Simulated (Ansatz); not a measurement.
Relaxed Ge (diamond):

```
Ge
1.0
    0.00000     5.76168     5.76168
    2.88084     0.00000     2.88084
    2.88084     2.88084     0.00000
Ge
4
Cartesian
  2.88084   2.88084   2.88084
  2.88084   5.76168   5.76168
  4.32126   4.32126   4.32126
  4.32126   7.20210   7.20210
```

The atoms are displaced by Q × the pattern below (from a DFPT mode at L = (0.5, 0.0, 0.0), largest move 1; Q in Å), at fixed cell. (q is in reciprocal vectors of the primitive cell; the cell shown is doubled to hold the pattern.)

```
atom       x       y       z
----  ------  ------  ------
Ge1   -0.577   0.577   0.577
Ge2    0.577  -0.577  -0.577
Ge3    0.577  -0.577  -0.577
Ge4   -0.577   0.577   0.577
```

The numbers are results of PBE (plane waves to 420 eV, PAW, scalar-relativistic; Ansatz, a quantum-chemistry and plane-wave program), not measurements. k mesh 7×14×14 (Γ-centred), Fermi-Dirac smearing 0.05 eV. Energies are smeared free energies. With partly filled bands, energies and forces of such displacements shift with the k mesh and the smearing. Ge was relaxed with its symmetry unable to fall. The zero of ΔE is the undisplaced structure. The last digit holds for this mesh only.

| Q (Å) | ΔE (meV/cell) |
|---|---|
| -0.1000 | 220.8 |
| -0.0833 | 154.8 |
| -0.0667 | 100.1 |
| -0.0500 | 56.9 |
| -0.0333 | withheld |
| -0.0167 | 6.4 |
| 0.0000 | 0.0 |
| 0.0167 | 6.4 |
| 0.0333 | withheld |
| 0.0500 | 56.9 |
| 0.0667 | 100.1 |
| 0.0833 | 154.8 |
| 0.1000 | 220.8 |

Fit an even polynomial form (powers 2, 4) to the given rows and predict ΔE at Q = -0.0333.

Least squares on the 11 given rows: ΔE = (22880)·Q² + (-80130)·Q⁴, in meV/cell with Q in Å; root-mean-square residual 0.11 meV/cell. At -0.0333 the fit gives 25.3 meV/cell; the calculation gives 25.5 meV/cell, so the interpolation is off by -0.2 (-0.8 %). The quadratic term alone would give 25.4 meV/cell.

(A displaced cell: forces are minus the slopes of the energy, force constants its curvatures, and phonons follow from these.)
